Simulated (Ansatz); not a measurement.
**CdS: all-electron results**

```yaml
crystal:
  lattice:
    - [4.19598, 0.00000, 0.00000]
    - [-2.09799, 3.63382, 0.00000]
    - [0.00000, 0.00000, 6.83072]
  atoms:
    - { symbol: Cd, position: [0.33333, 0.66667, 0.99979] }
    - { symbol: Cd, position: [0.66667, 0.33333, 0.49979] }
    - { symbol: S, position: [0.33333, 0.66667, 0.37621] }
    - { symbol: S, position: [0.66667, 0.33333, 0.87621] }
```

Atoms are numbered in the order listed.

Conventional cell: a = 4.196 Å, b = 4.196 Å, c = 6.831 Å, α = 90.00°, β = 90.00°, γ = 120.00°. Around Cd (atom 1) lie 4 S at 2.57 Å. S (atom 3) has 4 Cd at 2.57 Å as nearest neighbours.

The structure comes from a relaxation in the same program, started in the wurtzite type, and has space group P6_3mc. Whether it is a known phase or the ground state wasn't checked.

Levels of theory: DFT, PBE, all-electron LAPW, scalar-relativistic (Ansatz 0.2.0); DFT, PBE, PAW with Ansatz's default frozen-core files, scalar-relativistic (Ansatz 0.2.0); DFT, PBE, all-electron PAW with datasets made for the crystal, scalar-relativistic (Ansatz 0.2.0).

For LAPW: a Γ-centred 11×11×6 k mesh, Fermi–Dirac smearing of 0.05 eV, basis error target 1 meV/atom, no spin polarisation. PAW takes a cutoff of 420 eV at this cell. The crystal-made all-electron datasets (AE datasets) take a cutoff of 240 eV at this cell. The Ansatz runs share mesh, smearing and spin set-up. Values come from LAPW unless marked.

No spin–orbit coupling: at heavy atoms the gradients can be off by tens of per cent for that reason.

```json
{
  "Pressure at this cell": "0.03 GPa",
  "Volume per atom": "26.04 Å³"
}
```

Q: Give the computed value. Band gap.

A: 1.11 eV, direct at Γ.

Q: Give the computed value. Löwdin charges (with 0.37 e of the cell spilling out of the atomic basis, so their sizes and signs hang on that basis).

A: Cd1 1.27, S3 -1.09 e.

Q: Bader charges (from the PAW run): what does the calculation give?

A: Cd1 +0.86, S3 -0.86 e.

Q: Predict this quantity. Field gradients Vzz (crystal-made datasets).

A: Cd1 0.26 (η = 0.00), S3 0.02 (η = 0.00) in 10²¹ V/m².
